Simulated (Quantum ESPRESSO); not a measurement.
Band energies of TlCl

```
TlCl
1.0
    3.76856     0.00000     0.00000
    0.00000     3.76856     0.00000
    0.00000     0.00000     3.76856
Cl Tl
1 1
Direct
  0.50000   0.50000   0.50000
  0.00000   0.00000   0.00000
```

PBE (Quantum ESPRESSO, PseudoDojo norm-conserving, 60 Ry, scalar-relativistic); path ΓXMΓRX,MR; energies in eV from the valence-band maximum.

```csv
k (1/Å),point,band 6,band 7,band 8,band 9,band 10,band 11,band 12,band 13
0.00,Γ,-9.77,-4.69,-1.78,-1.78,-1.78,7.65,8.01,8.01
0.24,,-9.77,-4.93,-1.70,-1.70,-1.57,6.04,7.72,7.72
0.48,,-9.77,-5.40,-1.49,-1.49,-1.00,3.95,7.10,7.10
0.83,X,-9.77,-5.78,-1.30,-1.30,0.00,1.95,6.54,6.54
1.04,,-9.78,-5.63,-1.73,-1.29,-0.29,2.45,6.13,6.74
1.35,,-9.76,-4.85,-2.87,-1.65,-1.27,3.96,5.23,7.71
1.56,,-9.70,-3.95,-3.31,-2.83,-1.26,4.79,4.96,8.49
1.67,M,-9.69,-3.46,-3.37,-3.37,-1.26,4.92,4.92,8.37
1.88,,-9.73,-4.40,-3.25,-2.15,-1.27,4.47,5.03,8.14
2.10,,-9.81,-4.98,-2.93,-1.32,-0.95,3.88,5.32,7.52
2.42,,-9.79,-5.11,-2.27,-1.55,-0.78,4.99,6.08,7.44
2.63,,-9.78,-4.87,-1.92,-1.71,-1.43,6.69,6.82,7.79
2.85,Γ,-9.77,-4.69,-1.78,-1.78,-1.78,7.65,8.01,8.01
2.95,,-9.78,-4.74,-1.80,-1.80,-1.68,7.37,7.37,7.74
3.16,,-9.79,-4.97,-1.91,-1.91,-1.05,6.40,6.62,6.62
3.46,,-9.80,-5.02,-2.18,-2.18,-0.52,5.31,5.31,5.34
3.67,,-9.81,-4.62,-2.31,-2.31,-1.00,4.27,4.27,5.50
3.98,,-9.73,-3.32,-2.33,-2.33,-1.87,2.89,2.89,3.97
4.19,,-9.69,-2.40,-2.29,-2.29,-2.14,2.39,2.39,2.57
4.29,R,-9.69,-2.28,-2.28,-2.28,-2.12,2.33,2.33,2.33
4.49,,-9.70,-2.71,-2.40,-2.23,-2.11,2.51,2.65,3.09
4.68,,-9.73,-3.68,-2.56,-2.08,-1.83,3.06,3.32,4.73
4.98,,-9.79,-4.95,-2.36,-1.72,-1.09,3.55,4.42,6.98
5.17,,-9.79,-5.49,-1.89,-1.47,-0.50,2.82,5.52,7.06
5.47,X,-9.77,-5.78,-1.30,-1.30,0.00,1.95,6.54,6.54
5.47,M,-9.69,-3.46,-3.37,-3.37,-1.26,4.92,4.92,8.37
5.56,,-9.69,-3.44,-3.34,-3.34,-1.30,4.83,4.83,8.22
5.84,,-9.69,-3.05,-2.98,-2.98,-1.73,3.79,3.79,5.27
6.02,,-9.69,-2.61,-2.61,-2.60,-2.06,2.95,2.95,3.55
6.30,R,-9.69,-2.28,-2.28,-2.28,-2.12,2.33,2.33,2.33
```

The PBE gap is direct, 1.95 eV at X.

Spin-orbit coupling is left out; with 6p states at a band edge it can lower the gap by many tenths of an eV, most of a small gap.

Geometry relaxed with PBEsol.
